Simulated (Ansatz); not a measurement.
Se (diamond, Fd-3m) under volume change, DFT-r²SCAN in the program Ansatz with PAW potentials, scaled uniformly.

| V (Å³/atom) | E − E(relaxed) (meV/atom) | P (GPa) |
|---|---|---|
| 28.266 | 38.5 | 4.77 |
| 29.198 | 16.3 | 2.93 |
| 30.130 | (withheld) | (withheld) |
| 31.062 | 0.0 | 0.00 |
| 31.993 | 3.5 | -1.18 |
| 32.925 | 13.4 | -2.19 |
| 33.857 | (withheld) | (withheld) |

Q: What belongs in the gaps?

A: 
- 33.857, E − E(relaxed) (meV/atom): 28.7
- 33.857, P (GPa): -3.04
- 30.130, E − E(relaxed) (meV/atom): 3.9
- 30.130, P (GPa): 1.36

Q: What does a third-order Birch–Murnaghan fit give for V₀, B₀ and B′?

A: V₀ = 31.06 Å³/atom, B₀ = 42.0 GPa, B′ = 4.0.

The start of the workflow was typed in or built on a structure type; neither database checked (COD, Materials Project) lists it. It is not the phase usual at ambient conditions (space group No. 152). The r²SCAN relaxation kept the symmetry of its start; whether a distortion lowers the energy is not shown. The volume moved by 26 % from the start of the relaxation. Spin–orbit coupling is left out wherever it is not named.

Potentials: the earlier of the program's two PAW sets.
